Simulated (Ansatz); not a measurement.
TiB2:
Space group P6/mmm (No. 191); a = b = 2.994 Å, c = 3.160 Å, α = β = 90.00°, γ = 120.00°

```csv
atom,site,symmetry,x,y,z
Ti,1a,6/mmm,0.0000,0.0000,0.0000
B,2d,-6m2,0.3333,0.6667,0.5000
```

Relaxed with LDA.

**Question.** Which orbitals make up the states near the Fermi level in LDA (plane waves, PAW; program Ansatz)?

**Answer.** Within 0.5 eV of the Fermi level: Ti 3d 82 %, B 2p 16 %. Projections are on Löwdin-orthogonalised atomic valence shells; empty p or d shells of many metals are not among them.

**Question.** Tabulate the density of states.

**Answer.** States/eV per cell of 3 atoms, in 0.25 eV bins, energy from the Fermi level.

```csv
E (eV),total,Ti 3d,B 2p,B 2s
-7.85,0.62,0.09,0.35,0.16
-7.60,0.65,0.09,0.38,0.15
-7.35,0.59,0.09,0.35,0.12
-7.10,0.57,0.09,0.35,0.11
-6.85,0.58,0.09,0.36,0.10
-6.60,0.61,0.10,0.38,0.09
-6.35,0.65,0.11,0.42,0.08
-6.10,0.74,0.12,0.49,0.08
-5.85,0.93,0.15,0.64,0.08
-5.60,0.80,0.13,0.57,0.06
-5.35,0.96,0.17,0.68,0.06
-5.10,1.10,0.21,0.77,0.06
-4.85,1.13,0.24,0.79,0.06
-4.60,1.12,0.24,0.79,0.05
-4.35,1.21,0.26,0.86,0.04
-4.10,1.30,0.29,0.92,0.03
-3.85,1.42,0.34,0.99,0.03
-3.60,1.55,0.40,1.07,0.02
-3.35,2.12,0.67,1.37,0.02
-3.10,2.44,0.84,1.52,0.01
-2.85,1.63,0.65,0.94,0.01
-2.60,1.09,0.52,0.55,0.00
-2.35,0.96,0.56,0.38,0.01
-2.10,0.92,0.59,0.30,0.01
-1.85,0.96,0.67,0.26,0.01
-1.60,0.90,0.64,0.23,0.01
-1.35,0.80,0.59,0.20,0.00
-1.10,0.70,0.52,0.16,0.00
-0.85,0.58,0.44,0.12,0.00
-0.60,0.43,0.34,0.08,0.00
-0.35,0.24,0.20,0.04,0.00
-0.10,0.23,0.19,0.03,0.00
0.15,0.44,0.35,0.08,0.00
0.40,0.62,0.51,0.10,0.00
0.65,0.77,0.65,0.12,0.00
0.90,0.88,0.74,0.13,0.00
1.15,1.03,0.86,0.15,0.00
1.40,1.42,1.18,0.21,0.01
1.65,1.55,1.27,0.24,0.02
1.90,1.84,1.47,0.29,0.04
2.15,2.08,1.70,0.31,0.04
2.40,2.33,1.96,0.30,0.04
2.65,2.41,2.07,0.27,0.04
2.90,2.93,2.48,0.38,0.05
3.15,2.92,2.37,0.46,0.06
3.40,1.67,1.23,0.36,0.06
3.65,1.36,0.96,0.31,0.08
3.90,1.31,0.84,0.35,0.10
4.15,1.24,0.76,0.33,0.11
4.40,1.12,0.66,0.32,0.10
4.65,1.04,0.60,0.31,0.09
```

The cell was relaxed with LDA under the symmetry of its start. No spin polarisation was allowed.

Potentials: the earlier of the program's two PAW sets. The files were generated under PBE; for other functionals the program regenerates the frozen cores, and for LDA and PBEsol the local potential too.
